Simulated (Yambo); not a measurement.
G0W0@PBEsol for Cs₂KYF₆ (space group Fm-3m, No. 225) in Yambo. Reference settings: 2×2×2 Γ-centred k mesh, 409 bands and a 8 Ry block in the screening, 409 bands in G with the Bruneval-Gonze terminator, plasmon pole fitted at 27.2 eV. The PBEsol gap Γ → Γ on this mesh is 6.33 eV; G0W0 gaps are taken between the same points.

```tsv
change from the reference	G0W0 gap Γ → Γ (eV)	shift of the valence edge (eV)
reference settings	9.68	-2.33
148 bands in G	9.71	-2.34
2 Ry block	…	-3.15
no terminator	9.57	-2.17
148 bands in W, 148 bands in G	…	-2.22
260 bands in G, no terminator	9.51	-2.04
7 Ry block	9.68	-2.34
260 bands in W, 260 bands in G	9.70	-2.29
```

Estimate the withheld gaps from the other rows; the computed values follow.


- 2 Ry block, G0W0 gap Γ → Γ (eV): 10.37
- 148 bands in W, 148 bands in G, G0W0 gap Γ → Γ (eV): 9.82

The reference isn't shown to be the converged limit.

Geometry of the Materials Project entry, not relaxed at this level; primitive cell a = 6.803 Å, b = 6.803 Å, c = 6.803 Å, α = 60.00°, β = 60.00°, γ = 60.00°.

A shift is the quasiparticle energy of the state minus its PBEsol energy.
